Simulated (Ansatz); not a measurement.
Space group P-3m1 (No. 164). a = 3.732 Å, b = 3.732 Å, c = 6.037 Å, α = 90.00°, β = 90.00°, γ = 120.00°
| atom | site | symmetry | x | y | z |
| --- | --- | --- | --- | --- | --- |
| Li | 2d | 3m. | 0.3333 | 0.6667 | 0.3629 |
| Fe | 1a | -3m. | 0.0000 | 0.0000 | 0.0000 |
| S | 2d | 3m. | 0.3333 | 0.6667 | 0.7780 |

Equation of state of this Li$_{2}$FeS$_{2}$ structure (not necessarily the ground state), with shape and atoms relaxed at each volume where symmetry leaves them free. It has no gap at any of these volumes. These are results of Ansatz, DFT PBEsol, scalar-relativistic, plane waves, PAW, not measurements.

Settings: cutoff 420 eV, Γ-centred mesh 12×12×6 on the computed 5-atom cell, Gaussian smearing of 0.10 eV; collinear spin.

```
V (Å³/atom) E − E(largest V) (meV/atom) P (GPa)
     12.816                        28.94    11.00
     13.253                         3.81     7.56
     13.690                       -12.62     4.62
     14.127                       -21.68     2.14
     14.564                       -24.47     0.02
     15.001                       -21.94    -1.78
     15.438                       -14.95    -3.28
     16.020                         0.00    -4.84
```

Problem. Fit a third-order Birch–Murnaghan equation to E(V).

Solution. V0 = 14.56 Å³/atom, B0 = 64 GPa, B0' = 4.6.

The cell holds one magnetic atom, so it can only be ferromagnetic; an antiferromagnetic order may lie lower.

Cost: 8 runs of about 6.9 core-minutes in all, on Intel Xeon 6975P-C (Granite Rapids) (shared hosts).